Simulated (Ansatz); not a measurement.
Si₂W (MoSi2 or CaC2 type, I4/mmm) at seven volumes, DFT-r²SCAN in the program Ansatz with PAW potentials, shape and atoms relaxed at each. One row is withheld.

```
V (Å³/atom)  P (GPa)
-----------  -------
12.207         26.94
12.609         16.48
13.011             ?
13.414          0.00
13.816         -6.44
14.219        -11.91
14.621        -16.55
```

Question: Fit the shown pressures and predict the withheld one.

Answer: P = (3/2)B₀(x^(7/2) − x^(5/2))[1 + (3/4)(B′ − 4)(x − 1)] with x = (V₀/V)^(2/3). Least squares on the six rows gives V₀ = 13.414 Å³/atom, B₀ = 232 GPa, B′ = 4.40. At V = 13.011, x = 1.0205 and P = 7.57 GPa. The run itself gave 7.58 GPa.

The r²SCAN relaxation kept the symmetry of its start. No spin polarisation was allowed. Scalar-relativistic: spin–orbit coupling is off unless named, which matters more the heavier the elements.

Potentials: the later of the program's two PAW sets.
